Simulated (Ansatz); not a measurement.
Relaxed-ion elastic tensor of ZnSnN$_{2}$ in space group R-3m (No. 166; Zn on 3a, Sn on 3b, N on 6c) in GPa (Voigt order), DFT-PBEsol in the program Ansatz with PAW potentials; density 7.91 g/cm³, 11.14 Å³ per atom.

```
  369    122   84.9  -56.0    0.0    0.0
  122    369   84.9   56.0    0.0    0.0
 84.9   84.9    334    0.0    0.0    0.0
-56.0   56.0    0.0   14.0    0.0    0.0
  0.0    0.0    0.0    0.0   14.0  -56.0
  0.0    0.0    0.0    0.0  -56.0    123
```

### Question
Is the crystal mechanically stable?

### Answer
No: the smallest eigenvalue of C is -10.4 GPa.

The start of the workflow was typed in or built on a structure type; neither database checked (COD, Materials Project) lists it. Its standing as an ambient phase is unchecked. Symmetry was held in the PBEsol relaxation. At this level the phase is mechanically unstable. Its formation energy is positive at this level, so the cell may be metastable or incomplete. Scalar-relativistic: spin–orbit coupling is off unless named, which matters more the heavier the elements.

Potentials: the later of the program's two PAW sets.
